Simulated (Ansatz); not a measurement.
Space group Pm-3m (No. 221). a = 3.639 Å, b = 3.639 Å, c = 3.639 Å, α = 90.00°, β = 90.00°, γ = 90.00°
```tsv
atom	site	symmetry	x	y	z
Co	3c	4/mm.m	0.0000	0.5000	0.5000
Ir	1a	m-3m	0.0000	0.0000	0.0000
```

Equation of state of this Co₃Ir structure (not necessarily the ground state), with shape and atoms relaxed at each volume where symmetry leaves them free. It has no gap at any of these volumes. Method: Ansatz 0.2.0, DFT r2SCAN, scalar-relativistic, plane waves, PAW.

Settings: cutoff 500 eV, Γ-centred mesh 12×12×12 on the computed 4-atom cell, Gaussian smearing of 0.10 eV; collinear spin.

```
V (Å³/atom) E − E(largest V) (meV/atom) P (GPa)
     11.325                         6.69    15.68
     11.686                       -19.25     7.32
     12.047                       -27.47     0.02
     12.409                       -20.34    -6.28
     12.770                         0.00   -11.69
```

Question: Fit a third-order Birch–Murnaghan equation to E(V).

Answer: V0 = 12.05 Å³/atom, B0 = 226 GPa, B0' = 3.9.

The state reached may not be the lowest one. Spin-orbit coupling is left out, which matters for the bands of heavy elements.

Cost: 5 runs of about 13 core-minutes in all, on Arm Neoverse V1 (shared hosts).